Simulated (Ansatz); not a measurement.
Input and command of a calculation in Ansatz (plane waves; scalar-relativistic PAW potentials unless the input names others):

```yaml
crystal:
  lattice:
    - [4.1639201895, 0.0, 0.0]
    - [-2.0819600948, 3.6060606635, 0.0]
    - [0.0, 0.0, 18.074119689]
  atoms:
    - { symbol: Cs, position: [0.3333333333, 0.6666666667, 0.75] }
    - { symbol: Cs, position: [0.6666666667, 0.3333333333, 0.25] }
    - { symbol: Hf, position: [0.3333333333, 0.6666666667, 0.4399717932] }
    - { symbol: Hf, position: [0.6666666667, 0.3333333333, 0.9399717932] }
    - { symbol: Hf, position: [0.6666666667, 0.3333333333, 0.5600282068] }
    - { symbol: Hf, position: [0.3333333333, 0.6666666667, 0.0600282068] }
    - { symbol: Os, position: [0.0, 0.0, 0.5] }
    - { symbol: Os, position: [0.0, 0.0, 0.0] }
kpoints:
  mp_grid: { grid: [12, 12, 2] }
hamiltonian:
  xc: rpbe
scf:
  occupations: { method: gaussian, width: 0.1 }
output:
  forces: true
  eigenvalues: true
  stress: true
```

```bash
ansatz run input.yaml --threads 1 --pin off --max-ram 2560MiB --backend cpu --events-out ev --progress --plain --runs-dir out
```

Abridged log:
```
Pseudopotentials: kind: paw
Pseudopotential: Cs, paw, valence charge 9, recommended cutoff 420 eV (normal)
Pseudopotential: Hf, paw, valence charge 26, recommended cutoff 420 eV (normal)
Pseudopotential: Os, paw, valence charge 16, recommended cutoff 420 eV (normal)
Functional definition: RPBE
Crystal: 8 atoms, lattice volume = 271.389 Å³
Basis set: ecut = 420 eV, 5227 PW (Γ), exchange–correlation on 60×60×250 points (8 copies of the dense FFT grid, shifted against one another)
Bands: 93, of which v1, the nominal top of the filled ones, is band 77 counted from 1 (76 counted from 0)
Symmetry: 24 space group operations
Space group: P63/mmc (ITA 194), of the structure as read, at distance tolerance 6.5e-5 Å
k-points: 38 of 288
Initial density: superposition of atomic densities (neutral atoms: chi_scale 0, normalization atom), corrected by the library's trained network
Initial wavefunctions: pseudopotential atomic-orbital guess
Functional: x = rpbe, c = pbe(β = 0.06672455)
SCF iter   1: F=—  HF=-97088.718453 eV  |F-HF|=—  |Δ(HF+E_count)|=         —  Δρ=6.41e-3  dr2=6.05e-1  ethr=1.77e-3  ⟨swp⟩=5.8  Hψ=11988  notcnv=0  defer=1
SCF iter   2: F=—  HF=-97088.670150 eV  |F-HF|=—  |Δ(HF+E_count)|=   4.83e-2  Δρ=3.21e-3  dr2=1.27e-1  ethr=3.93e-4  ⟨swp⟩=2.0  Hψ=4513  notcnv=0  defer=286
SCF iter   3: F=—  HF=-97088.664547 eV  |F-HF|=—  |Δ(HF+E_count)|=   5.60e-3  Δρ=1.75e-3  dr2=2.39e-2  ethr=8.24e-5  ⟨swp⟩=2.3  Hψ=4581  notcnv=0  defer=286
SCF iter   4: F=—  HF=-97088.661656 eV  |F-HF|=—  |Δ(HF+E_count)|=   2.89e-3  Δρ=4.37e-4  dr2=1.29e-3  ethr=1.55e-5  ⟨swp⟩=2.3  Hψ=5478  notcnv=0  defer=286
SCF iter   5: F=—  HF=-97088.661817 eV  |F-HF|=—  |Δ(HF+E_count)|=   1.61e-4  Δρ=1.80e-4  dr2=1.20e-4  ethr=8.39e-7  ⟨swp⟩=2.0  Hψ=5204  notcnv=0  defer=286
SCF iter   6: F=—  HF=-97088.661830 eV  |F-HF|=—  |Δ(HF+E_count)|=   1.37e-5  Δρ=5.48e-5  dr2=1.21e-5  ethr=7.79e-8  ⟨swp⟩=2.0  Hψ=5740  notcnv=0  defer=286
SCF iter   7: F=—  HF=-97088.661202 eV  |F-HF|=—  |Δ(HF+E_count)|=   6.29e-4  Δρ=2.67e-5  dr2=4.48e-6  ethr=7.89e-9  ⟨swp⟩=2.0  Hψ=6042  notcnv=0  defer=140
SCF iter   8: F=—  HF=-97088.661201 eV  |F-HF|=—  |Δ(HF+E_count)|=   4.02e-7  Δρ=1.12e-5  dr2=7.95e-7  ethr=2.91e-9  ⟨swp⟩=2.0  Hψ=5206  notcnv=0  defer=140
SCF iter   9: F=-97088.661201 eV  HF=-97088.661202 eV  |F-HF|=3.13e-8  |Δ(HF+E_count)|=   2.57e-7  Δρ=3.01e-6  dr2=8.56e-8  ethr=6.49e-11  ⟨swp⟩=9.1  Hψ=17139  notcnv=0
SCF 1 converged in 9 iterations: F = -97088.661201 eV  dr2 = 8.56e-8
SCF converged after 9 iterations
Free energy (F): -97088.661201 eV
Harris-Foulkes:  -97088.661202 eV  (|F-HF|=3.13e-8)
Internal energy: -97088.618817 eV  (E = F + TS)
E sigma→0 (E₀):  -97088.640009 eV
Entropy (-TS):   -0.042384 eV (-5.298 meV/atom)
Fermi energy:    11.564658 eV
--- Forces (eV/Å), atoms counted from 1 ---
  atom   1  Cs     0.00000000     0.00000000     0.00000000
  atom   2  Cs     0.00000000     0.00000000     0.00000000
  atom   3  Hf     0.00000000     0.00000000    -0.15559710
  atom   4  Hf     0.00000000     0.00000000    -0.15559710
  atom   5  Hf     0.00000000     0.00000000     0.15559710
  atom   6  Hf     0.00000000     0.00000000     0.15559710
  atom   7  Os     0.00000000     0.00000000     0.00000000
  atom   8  Os     0.00000000     0.00000000     0.00000000
--- Stress (GPa, compression-positive) ---
        1.732398       0.000000       0.000000
        0.000000       1.732398       0.000000
        0.000000       0.000000       1.272328
  P = ⅓ Tr σ = 1.5790 GPa (15.790 kbar)
```

Apart from outputs, empty bands and the relaxation, which only the reference makes, the input differs from a reference run on usual settings in hamiltonian.xc: "pbe" → "rpbe"; basis.ecutwfc: 420 → not typed. The reference, at the same geometry, ended its own course with pressure 0.03 GPa, largest force 0.002 eV/Å, no gap on the mesh. This run converged in 9 SCF iterations with a total energy on another zero, pressure 1.58 GPa, largest force 0.156 eV/Å, no gap on the mesh.

It took 53 s on 1 thread of Intel(R) Xeon(R) Platinum 8259CL CPU @ 2.50GHz (Skylake/Cascade Lake), with other jobs on the host, peak memory 1 GiB.